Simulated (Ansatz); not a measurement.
LaMgAu:
```
LaMgAu
1.0
    7.89445     0.00000     0.00000
   -3.94723     6.83680     0.00000
    0.00000     0.00000     4.22276
La Mg Au
3 3 3
Cartesian
  4.60761   0.00000   0.00000
  1.64342   2.84649   0.00000
 -2.30381   3.99031   0.00000
  1.85248   0.00000   2.11138
  3.02098   5.23250   2.11138
 -0.92624   1.60430   2.11138
  0.00000   4.55787   2.11138
  3.94723   2.27893   2.11138
  0.00000   0.00000   0.00000
```

Relaxed with r²SCAN.

Map the electron localisation function on the plane through (0.584, 0.000, 0.000) spanned by u = [1, 0, 0] and v = [0, 0, 1] in lattice vectors, from DFT-r²SCAN in the program Ansatz with PAW potentials.

x is the fraction of u, y of v (the angle between them is 90°; rows are the nearest grid lines); atoms in the plane: La at (0.00, 0.00), Mg at (0.65, 0.50), Au at (0.42, 0.00).
```
|  -%@%=.:-==+**%@%#*+=--=++++-..:*@@%=  |
| .+%@%=.:-==+**#%%#*+=--=+*++-..:*@@@+. |
|=+%@@#-.:-===+**##*+=--==+**+-...=%@@%+=|
|%@@@%+:.:-====+***++=--=++*++=:..-*@@@%%|
|@@@@#-..:===-==+++==-==++=====-...-#%@@@|
|%%%*-. .:====--===--===-:...:--:...-+#%%|
|++=:. ..-=====-----===:.     .--:...:-=+|
|...   .:-=++=========:  .::.  .--:.  ...|
|     .:-==++========-  :=++=:  :--:.    |
|   ..:-============-. .====+=. :==-:.   |
|  ..:--=========----. :+-::==. .==-:... |
|  ..:--=========----. :+-::==. .==-:... |
|   ..:-============-. .====+=. :==-:.   |
|     .:-==++========-  :=++=:  :--:.    |
|...   .:-=++=========:  .::.  .--:.  ...|
|++=:. ..-=====-----===:.     .--:...:-=+|
|%%%*-. .:====--===--===-:...:--:...-+#%%|
|@@@@#-..:===-==+++==-==++=====-...-#%@@@|
|%@@@%+:.:-====+***++=--=++*++=:..-*@@@%%|
|=+%@@#-.:-===+**##*+=--==+**+-...=%@@%+=|
| .+%@%=.:-==+**#%%#*+=--=+*++-..:*@@@+. |
|  -%@%=.:-==+**%@%#*+=--=++++-..:*@@%=  |
```
Scale: ten equal steps from 0.001 (start of ' ') to 0.863 (end of '@'), in the order ' .:-=+*#%@'; x runs from 0.000 to 1.00, y from 0.000 (bottom) to 1.00 (top).

The density is the valence pseudo-density with augmentation charge, so density and ELF within about 1 Å of a nucleus are not all-electron values.

Space group P-62m. The workflow started from an entry of the Crystallography Open Database (COD, 293 K). Whether it is the stable phase at ambient conditions was not checked. The cell was relaxed with r²SCAN under the symmetry of its start; whether a distortion lowers the energy is not shown. Scalar-relativistic: spin–orbit coupling is off unless named, which matters more the heavier the elements.

Potentials: the later of the program's two PAW sets.
